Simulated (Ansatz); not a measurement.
An elastic tensor (GPa, Voigt order, standard axes) from LDA in the plane-wave PAW code Ansatz:

```csv
,1,2,3,4,5,6
1,79.6,23.5,28.1,0.0,0.0,0.0
2,23.5,97.5,42.4,0.0,0.0,0.0
3,28.1,42.4,52.2,0.0,0.0,0.0
4,0.0,0.0,0.0,49.6,0.0,0.0
5,0.0,0.0,0.0,0.0,26.8,0.0
6,0.0,0.0,0.0,0.0,0.0,27.5
```

Problem. Pick the material that matches.
A) SnS, Pnma (S on 4c, Sn on 4c)
B) FeB2, Pnma (Fe on 4c, B on 8d)
C) LaSi, Pnma (La on 4c, Si on 4c)
D) HfO2, Pnma (Hf on 4c, O on 4c, O on 4c)

Solution. A, SnS, Pnma (S on 4c, Sn on 4c)

The cell was relaxed with LDA under the symmetry of its start; of distortions, only those at the zone centre were tested. A crystal of weakly bound layers computed without a dispersion correction: the cell and the soft elastic constants depend strongly on that. Spin–orbit coupling is left out wherever it is not named.

Potentials: the later of the program's two PAW sets.
